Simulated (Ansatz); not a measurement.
**Structures of Ti2H: which is lowest?**

Plane-wave DFT in Ansatz with scalar-relativistic PAW potentials, cutoff 500 eV, Γ-centred meshes chosen by cell and gap, Gaussian smearing with energies taken to zero width. Every cell was relaxed (cell and atoms) in a run of its own, within the symmetry of its start. Functional: r2SCAN.

Relaxed structures (starts from databases or built by putting these elements on another compound's sites):
A. I4/mmm, 3 atoms in the computed cell, a = 2.737 Å, c = 9.526 Å; sites (symmetry × multiplicity) Ti 4mm × 4, H 4/mmm × 2; start: built
B. Pn-3m, 6 atoms in the computed cell, a = 4.225 Å; sites (symmetry × multiplicity) Ti .-3m × 4, H -43m × 2; start: database

**Question.** Rank them by energy. Could pressure change the order?

**Answer.**
| structure | group | E − E(lowest) (meV/atom) | V (Å³/atom) | gap on mesh (eV) |
| --- | --- | --- | --- | --- |
| B | Pn-3m | 0.0 | 12.57 | 0.00 |
| A | I4/mmm | 387 | 11.89 | 0.00 |

B is lowest, 387 meV/atom under A. A is denser by 0.68 Å³/atom, so pressure favours it: ΔE/ΔV, with ΔE in eV and 1 eV/Å³ = 160.2 GPa, gives about 91 GPa for equal enthalpy if both cells were rigid; at such pressures compression changes ΔV much, so this is a scale only. Other structures may lie lower than all of these, and vibrations aren't counted.